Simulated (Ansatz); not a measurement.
Bi2TeSe2:
```yaml
crystal:
  lattice:
    - [4.22571, 0.00000, 0.00000]
    - [-2.11285, 3.65957, 0.00000]
    - [0.00000, 0.00000, 41.00000]
  atoms:
    - { symbol: Te, position: [0.00000, 0.00000, 0.50000] }
    - { symbol: Bi, position: [0.33333, 0.66667, 0.55201] }
    - { symbol: Se, position: [0.33333, 0.66667, 0.41141] }
    - { symbol: Bi, position: [0.66667, 0.33333, 0.44799] }
    - { symbol: Se, position: [0.66667, 0.33333, 0.58859] }
```
The layer is periodic in x and y and isolated along z.

Relaxed with r²SCAN+D4. Special points in fractions of this cell's reciprocal vectors: Γ (0.000, 0.000, 0.000); M (0.500, 0.000, 0.000); K (0.333, 0.333, 0.000).

Problem. List the band energies nearest the valence-band maximum at these points for the program Ansatz at the r²SCAN+D4 with spin–orbit coupling level (PAW).

Solution. In eV from the valence-band maximum; about four levels below and three above (degenerate sets whole), none deeper than 8.9 eV; points with the same levels are listed once.

| k | below | above |
|---|---|---|
| Γ | -0.36 -0.36 0.00 0.00 | 0.53 0.53 1.66 1.66 |
| M | -0.74 -0.74 -0.54 -0.54 | 1.38 1.38 2.72 2.72 |
| K | -0.54 -0.54 -0.45 -0.45 | 2.24 2.24 2.39 2.39 |

Space group P-3m1. The layer was cut from a bulk entry of the Materials Project (measured or hypothetical); whether that bulk phase is the ambient one, and whether the layer has been isolated, was not checked. The r²SCAN+D4 relaxation kept the symmetry of its start; whether a distortion lowers the energy is not shown.

Potentials: the later of the program's two PAW sets.
